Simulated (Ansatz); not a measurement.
The relaxed structure here is a generated cell of Ag: the first start was made by placing the elements on the sites of a structure type, and the end was not matched to a known phase here, so it may be hypothetical. Known forms of Ag include space group No. 225.

The end point of a relaxation of Ag. Computed with PBEsol (plane waves to 420 eV, PAW, scalar-relativistic; Ansatz, a program for electronic structure).

```
CELL_PARAMETERS angstrom
      4.61848     0.00000     0.00000
     -2.30924     3.99972     0.00000
      0.00000     0.00000     2.76409
ATOMIC_POSITIONS crystal
  Ag 0.00000 0.00000 0.00000
  Ag 0.33333 0.66667 0.50000
  Ag 0.66667 0.33333 0.50000
```

Question: Determine the symmetry and give the standard cell with its independent sites.

Answer: Space group P6/mmm (No. 191); a = b = 4.618 Å, c = 2.764 Å, α = β = 90.00°, γ = 120.00°

| atom | site | symmetry | x | y | z |
|---|---|---|---|---|---|
| Ag | 1a | 6/mmm | 0.0000 | 0.0000 | 0.0000 |
| Ag | 2d | -6m2 | 0.3333 | 0.6667 | 0.5000 |

Question: Give the shortest distances between elements (the closest pairs, up to four, under 3.6 Å).

Answer: Ag–Ag 2.67 Å.

| Item | Result |
|---|---|
| Volume per atom | 17.02 Å³ |
| Band gap | no gap (metallic) |

No spin polarisation in the result.

The run could not lower the symmetry of its start; a shaken copy of this end point relaxes with PBEsol to I4/mmm (No. 139), 0.04 eV/atom lower.
